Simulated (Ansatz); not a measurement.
The relaxed structure here is a generated cell of TaN: the first start was made by placing the elements on the sites of a structure type, and the end was not matched to a known phase here, so it may be hypothetical. Known forms of TaN include space group No. 225.

A relaxed structure of TaN. Calculation: r2SCAN (plane waves to 500 eV, PAW, scalar-relativistic; Ansatz, a first-principles code).

```cif
data_N2Ta2
_chemical_formula_sum 'Ta2 N2'
_space_group_name_H-M_alt 'P 1'
_space_group_IT_number 1
_cell_length_a 5.51565
_cell_length_b 5.51565
_cell_length_c 5.51565
_cell_angle_alpha 149.500
_cell_angle_beta 149.500
_cell_angle_gamma 43.676
loop_
_space_group_symop_operation_xyz
  'x, y, z'
loop_
_atom_site_label
_atom_site_type_symbol
_atom_site_fract_x
_atom_site_fract_y
_atom_site_fract_z
_atom_site_occupancy
Ta1 Ta 0.24875 0.24875 0.00000 1
Ta2 Ta 0.99875 0.49875 0.50000 1
N1 N 0.66725 0.66725 0.00000 1
N2 N 0.41725 0.91725 0.50000 1
```

Task: Find the space group and the Wyckoff positions (tolerance 0.01 Å).

Result: Space group I4₁md (No. 109); a = b = 2.902 Å, c = 10.240 Å, α = β = γ = 90.00°

```
atom  site  symmetry       x       y       z
----  ----  --------  ------  ------  ------
Ta      4a      2mm.  0.0000  0.0000  0.9987
N       4a      2mm.  0.0000  0.0000  0.4173
```

Task: Give the shortest distances between elements (the closest pairs, up to four, under 3.6 Å).

Result: N–Ta 2.21 Å; Ta–Ta 2.90 Å; N–N 2.90 Å.

```json
{
  "volume_per_atom": "10.78 Å³",
  "band_gap": "0.79 eV, indirect (valence top at 69 % of the way from M to S, conduction bottom at 50 % of the way from Γ to X) (no spin-orbit coupling)",
  "smallest_direct_gap": "1.07 eV at 69 % of the way from M to S"
}
```

No spin polarisation in the result.

The run could not lose the symmetry of its start: the end is stationary, and may be a saddle point rather than a minimum.
